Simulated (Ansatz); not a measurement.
**W (simple cubic): energy against volume**

Level of theory: DFT, LDA (PW92), plane waves (420 eV) with PAW, scalar-relativistic in Ansatz 0.2.0. (PAW data from PBE, frozen cores regenerated.)

The cell is scaled uniformly from the relaxed one, with fractional coordinates and shape fixed. Energies are extrapolated to zero smearing, pressures are those at the given smearing. Magnetic state: spin not included.

A Birch-Murnaghan fit gives V₀ = 17.39 Å³/atom, B₀ = 237 GPa, B₀′ = 4.1.

Problem. What are the energy above the minimum and the pressure at 15.338 Å³/atom?

Solution. 221.4 meV/atom and 38.81 GPa as computed.

Problem. What are the energy above the minimum and the pressure at 16.035 Å³/atom?

Solution. 89.3 meV/atom and 22.96 GPa as computed.

Problem. What are the energy above the minimum and the pressure at 16.732 Å³/atom?

Solution. 19.4 meV/atom and 10.11 GPa as computed.
